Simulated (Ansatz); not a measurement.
PbS, first-principles data

PbS:
```
CELL_PARAMETERS angstrom
      0.00000     3.30070     3.30070
      3.30070     0.00000     3.30070
      3.30070     3.30070     0.00000
ATOMIC_POSITIONS crystal
  S  0.75000 0.75000 0.75000
  Pb 0.00000 0.00000 0.00000
```

Space group F-43m (No. 216), zinc blende; conventional cell a = 6.601 Å, b = 6.601 Å, c = 6.601 Å, α = 90.00°, β = 90.00°, γ = 90.00°.

Method: plane-wave PAW r²SCAN (Ansatz code). Structure relaxed to zero pressure with the same functional. Other levels are named where they apply.

Cell and energy:

```json
{
 "volume_per_atom": "35.96 Å³",
 "density": "5.52 g/cm³",
 "Formation energy from the elements (no fitted shifts)": "-0.41 eV/atom"
}
```

Electronic structure:

```json
{
 "band_gap": "0.95 eV (indirect)",
 "valence_band_maximum": "at W",
 "conduction_band_minimum": "at X (3 equivalent valleys)",
 "smallest_direct_gap_on_the_standard_path": "1.44 eV",
 "electron_effective_mass": "0.36, 0.36, 1.7 mₑ (principal values)",
 "hole_effective_mass": "0.62, 0.62, 0.73 mₑ (principal values)",
 "HSE06 gap on the r²SCAN cell": "1.29 eV",
 "Gap with spin–orbit coupling": "0.84 eV",
 "Z2 indices of the occupied bands with spin–orbit coupling": "0;(000)"
}
```

Mechanics:

```json
{
  "Bulk modulus (Birch–Murnaghan fit)": "38.4 GPa",
  "Pressure derivative B′": "4.1",
  "Elastic constants (relaxed ions, GPa)": "C11 = 39.8, C12 = 37.8, C44 = -7.9",
  "mechanical_stability": "unstable (C has a negative eigenvalue)",
  "Piezoelectric stress constants (proper, relaxed ions, C/m²)": "e14 = e25 = e36 = 0.39"
}
```

Dielectric response:

```json
{
 "Electronic dielectric constant ε∞ (DFPT)": "6.51",
 "Static dielectric constant ε0 (ions relaxed, cell fixed)": "11.4",
 "Born charges (a third of the trace)": "S -2.44, Pb +2.44 e",
 "Largest static χ(2) component": "74 pm/V"
}
```

Phonons:

```json
{
  "Highest zone-centre frequency (without LO–TO term)": "174 cm^-1",
  "zone_centre_stability": "no imaginary mode at Γ",
  "dynamical_stability_on_the_path": "unstable, down to 53i cm⁻¹"
}
```

Charges:

```json
{
  "bader_charges": "S -1.03, Pb +1.03 e"
}
```

A made-up cell: these elements were put on the sites of a structure type; neither database checked (COD, Materials Project) lists it. It is not the phase usual at ambient conditions (space group No. 225). Symmetry was held in the r²SCAN relaxation. Signs of piezoelectric constants follow the polarity of the cell as given. The references are the lowest solids computed at this level, not always the standard phases. Scalar-relativistic: spin–orbit coupling is off unless named, which matters more the heavier the elements.

Potentials: the later of the program's two PAW sets.
